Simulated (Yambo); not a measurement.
A G0W0@PBEsol run in Yambo for AlP (wurtzite, space group P6_3mc, No. 186) under isotropic strain of -1.5 % on all lattice vectors (6×6×2 Γ-centred k mesh, 179 bands and a 10 Ry block in the screening, 179 bands in G with the Bruneval-Gonze terminator, plasmon pole fitted at 27.2 eV) gives these matrix elements, in eV, at the band edges (Γ → M):

```csv
state,E0,<Vxc>,<Σx>,<Σc(E0)>,Z
valence edge,0.000,-11.926,-14.027,1.001,0.773
conduction edge,1.773,-8.917,-5.035,-3.685,0.798
```

Solve the linearised quasiparticle equation for both states, give the gap, and say how exchange and correlation each act on it.

E = E0 + Z(Σx + Σc − Vxc). Valence: 0.000 + 0.773 × (-14.027 + (1.001) − (-11.926)) = -0.85 eV. Conduction: 1.773 + 0.798 × (-5.035 + (-3.685) − (-8.917)) = 1.93 eV. The gap is 2.78 eV, against 1.77 eV in PBEsol. Replacing Vxc by bare exchange alone would open it by 5.98 eV; correlation takes back 4.69 eV of that, and Z scales what is left. Convergence of the G0W0 settings was not tested. 

Geometry strained from the cell relaxed with PBEsol, atoms relaxed again; primitive cell a = b = 3.8033 Å, c = 6.2400 Å, α = β = 90.00°, γ = 120.00°.

This is not the ordinary phase of the substance; no match was found in the copy of COD used, and its stability was not checked.
